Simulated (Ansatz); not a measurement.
NbNF$_{2}$:
Space group P4/mmm (No. 123); a = 4.129 Å, b = 4.129 Å, c = 3.876 Å, α = 90.00°, β = 90.00°, γ = 90.00°

```
atom  site  symmetry       x       y       z
----  ----  --------  ------  ------  ------
Nb      1a     4/mmm  0.0000  0.0000  0.0000
N       1b     4/mmm  0.0000  0.0000  0.5000
F       2f      mmm.  0.0000  0.5000  0.0000
```
The run is spin-polarised, in the one order tried: ferromagnetic.

Relaxed at zero pressure with the program Ansatz at the PBE level (PAW).

Q: The volume is raised by 6 % and shape and atoms relax at that volume. What pressure results, and how do the axes share the change?

A: -6.1 GPa; a 2.4 %, b 2.4 %, c 1.1 %; the energy rises by 20 meV/atom.

Q: Give the new structure.

A: 
Space group P4/mmm (No. 123); a = 4.227 Å, b = 4.227 Å, c = 3.921 Å, α = 90.00°, β = 90.00°, γ = 90.00°

```csv
atom,site,symmetry,x,y,z
Nb,1a,4/mmm,0.0000,0.0000,0.0000
N,1b,4/mmm,0.0000,0.0000,0.5000
F,2f,mmm.,0.0000,0.5000,0.0000
```

The phase is kept; no other phase was compared at this pressure.

The start of the workflow was typed in or built on a structure type; neither database checked (COD, Materials Project) lists it. Whether it is the stable phase at ambient conditions was not checked. The PBE relaxation kept the symmetry of its start; whether a distortion lowers the energy is not shown. The final state is ferromagnetic, the only order run, not a proven ground state. The cell computed holds one magnetic atom, so no antiferromagnetic order was within reach. No Hubbard U is applied.

Potentials: the earlier of the program's two PAW sets.
